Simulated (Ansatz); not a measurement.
Values for one crystal, relaxed and computed with plane-wave PAW r²SCAN (Ansatz code); other levels are named.

- Volume per atom = 13.81 Å³
- Band gap = 2.87 eV (indirect)
- Smallest direct gap on the standard path = 3.51 eV
- Formation energy from the elements (no fitted shifts) = -3047 meV/atom
- Valence-band maximum = at R (k = 0.500, 0.500, 0.500)
- Conduction-band minimum = at Γ

Problem. Pick the material that matches.
A) HfO2, P4_2/nmc (Hf on 2a, O on 4d)
B) Ta2O5, Pmmn (Ta on 4e, O on 4e, O on 4e, O on 2a)
C) SnO2, rutile
D) SiO2, rutile

Solution. B, Ta2O5, Pmmn (Ta on 4e, O on 4e, O on 4e, O on 2a)

The first step of the workflow began from a Materials Project structure, measured or hypothetical; the Crystallography Open Database copy checked does not list it. COD files the formula under space group No. 49, so this cell is another polymorph or a model. Its standing as an ambient phase is unchecked. The cell was relaxed with r²SCAN under the symmetry of its start; whether a distortion lowers the energy is not shown. No spin polarisation was allowed. The references are the lowest solids computed at this level, not always the standard phases (solids in place of the gases). Spin–orbit coupling is left out wherever it is not named.

Potentials: the later of the program's two PAW sets.
